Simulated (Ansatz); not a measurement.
A scan (energy against volume; even scaling of the relaxed cell, symmetry kept) gave these values. All values below come from PBE (plane waves to 420 eV, PAW, scalar-relativistic; Ansatz, a quantum-chemistry and plane-wave program).

The bulk modulus B₀ (third-order Birch-Murnaghan fit) is 69.4 GPa and the pressure derivative B₀′ (fit) comes out as 4.4. The equilibrium volume of the fit comes out as 20.16 Å³/atom.

Q: Of these crystals, all scanned alike, which one is it?
(A) CdSe (zinc blende)
(B) ZnS (zinc blende)
(C) FeCo (CsCl type)

A: B, ZnS (zinc blende). The others have, for the bulk modulus: FeCo 192 GPa, CdSe 44.7 GPa

All were relaxed with their symmetry unable to fall. Relaxed FeCo ends ferromagnetic. Other magnetic orders were not checked, so this need not be the ground state. (This holds for the magnetic or f-shell members.)

(A scan under strain: stresses follow from slopes of the energy per volume, elastic moduli from its curvatures.)
